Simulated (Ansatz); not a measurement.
Zr$_{2}$O: a film clamped to a substrate

Level of theory: DFT PBEsol, scalar-relativistic, plane waves, PAW (Ansatz 0.2.0). Settings: plane waves to 420 eV, k-mesh 10×10×10 (Γ-centred), Gaussian smearing 0.15 eV. No spin polarisation. Energies are free energies at this smearing, counted from the undisturbed cell; pressure is positive in compression.

Reference structure (relaxed at this level; it needn't be the usual structure):

```yaml
crystal:
  lattice:
    - [4.80029, 0.00000, 0.00000]
    - [0.00000, 4.80029, 0.00000]
    - [0.00000, 0.00000, 4.80029]
  atoms:
    - { symbol: Zr, position: [0.25000, 0.25000, 0.75000] }
    - { symbol: Zr, position: [0.75000, 0.25000, 0.25000] }
    - { symbol: Zr, position: [0.25000, 0.75000, 0.25000] }
    - { symbol: Zr, position: [0.75000, 0.75000, 0.75000] }
    - { symbol: O, position: [0.00000, 0.00000, 0.00000] }
    - { symbol: O, position: [0.50000, 0.50000, 0.50000] }
```

The cell (6 atoms, V0 = 110.61 Å³) is strained by p along both x and y and by q along z, fractional coordinates fixed. τp = (1/V0) ∂E/∂p = (σxx + σyy)(1 + p)(1 + q) and τq = (1/V0) ∂E/∂q = σzz(1 + p)², with tension positive.

```
     p q  ΔE (meV/atom)  τp (GPa)  τq (GPa)
 0.000   0.000           0.00     -0.01      0.00
-0.015   0.000           8.04     -9.43     -3.95
 0.015   0.000           7.55      8.62      3.57
 0.000  -0.015           2.30     -3.88     -2.66
 0.000   0.015           2.25      3.64      2.60
```

Q: Get the second derivatives of the energy density.

A: Central differences give A = ∂τp/∂p = 602 GPa (C11 + C22 + 2 C12), C = ∂τq/∂q = 175 GPa (C33) and the cross term B = ∂τq/∂p = 251 GPa (C13 + C23); ∂τp/∂q = 251 GPa must equal B, and any difference shows higher-order terms. The ions are clamped. In a cubic crystal C11 = C = 175, C12 = B/2 = 125 GPa and A should be 2(C11 + C12) = 601 GPa; the bulk modulus is (C11 + 2 C12)/3 = 142 GPa.

Q: A film of this crystal grows with z along the normal on a substrate that imposes p. How does its thickness respond, and what does the misfit cost?

A: Count p and q from the stress-free cell. A free surface needs τq = 0, so q = −(B/C) p = -1.43 p. The energy density left is (A − B²/C) p²/2 = M p², with the biaxial modulus M = 121 GPa; a misfit of 1 % costs 1.40 meV/atom, against 3.46 meV/atom if the thickness were held.

No gap shows at this level, though a semilocal functional can close a small gap that the real compound has; without a gap these slopes depend on the k mesh and the smearing.